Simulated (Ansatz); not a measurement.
TaAl:
```
CELL_PARAMETERS angstrom
      0.00000     2.62767     2.62767
      2.62767     0.00000     2.62767
      2.62767     2.62767     0.00000
ATOMIC_POSITIONS crystal
  Ta 0.00000 0.00000 0.00000
  Al 0.50000 0.50000 0.50000
```

Relaxed with r²SCAN. Special points in fractions of this cell's reciprocal vectors: Γ (0.000, 0.000, 0.000); X (0.500, 0.000, 0.500); U (0.625, 0.250, 0.625); K (0.375, 0.375, 0.750); L (0.500, 0.500, 0.500); W (0.500, 0.250, 0.750).

Problem. List the band energies nearest the Fermi level at these points for the program Ansatz at the r²SCAN level (PAW).

Solution. In eV from the Fermi level; about four levels below and three above (degenerate sets whole), none deeper than 8.9 eV; … stands for higher levels left out; points with the same levels are listed once.

| k | below | above |
|---|---|---|
| Γ | -0.46 -0.46 -0.46 | 0.01 0.01 … |
| X | -6.11 -2.70 -2.60 | 1.18 1.88 1.88 |
| U | -5.41 -3.36 -2.74 -0.72 | 0.55 2.54 3.85 |
| L | -5.57 -4.83 -1.89 -1.89 | 2.34 2.34 3.18 |
| W | -5.22 -2.77 -2.77 -2.17 | 1.82 2.98 2.98 |

Space group Fm-3m (rock salt). The start of the workflow was typed in or built on a structure type; neither database checked (COD, Materials Project) lists it. Its standing as an ambient phase is unchecked. The r²SCAN relaxation kept the symmetry of its start. At this level the phase is mechanically unstable. The run is not spin-polarised. Its formation energy is positive at this level, so the cell may be metastable or incomplete. Spin–orbit coupling is left out wherever it is not named.

Potentials: the earlier of the program's two PAW sets.
